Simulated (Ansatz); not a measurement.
Pb:
```xyz
1
Lattice="0.0000 2.4408 2.4408 2.4408 0.0000 2.4408 2.4408 2.4408 0.0000" Properties=species:S:1:pos:R:3 pbc="T T T"
Pb     0.0000     0.0000     0.0000
```

Relaxed with LDA. Special points in fractions of this cell's reciprocal vectors: Γ (0.000, 0.000, 0.000); X (0.500, 0.000, 0.500); U (0.625, 0.250, 0.625); K (0.375, 0.375, 0.750); L (0.500, 0.500, 0.500); W (0.500, 0.250, 0.750).

**Question.** List the band energies nearest the Fermi level at these points for the program Ansatz at the LDA level (PAW).

**Answer.** In eV from the Fermi level; about four levels below and three above (degenerate sets whole), none deeper than 8.9 eV; … stands for higher levels left out; points with the same levels are listed once.

```csv
k,below,above
Γ,–,7.62 7.62 7.62
X,-6.78 -3.48,2.01 2.01 …
U,-6.88 -2.45 -1.34,2.99 …
L,-8.28 -4.45,5.70 5.70 …
W,-6.68 -1.50 -1.50,0.21 …
```

Space group Fm-3m (fcc (Cu type)). The LDA relaxation kept the symmetry of its start. Scalar-relativistic: spin–orbit coupling is off unless named, which matters more the heavier the elements.

Potentials: the later of the program's two PAW sets.
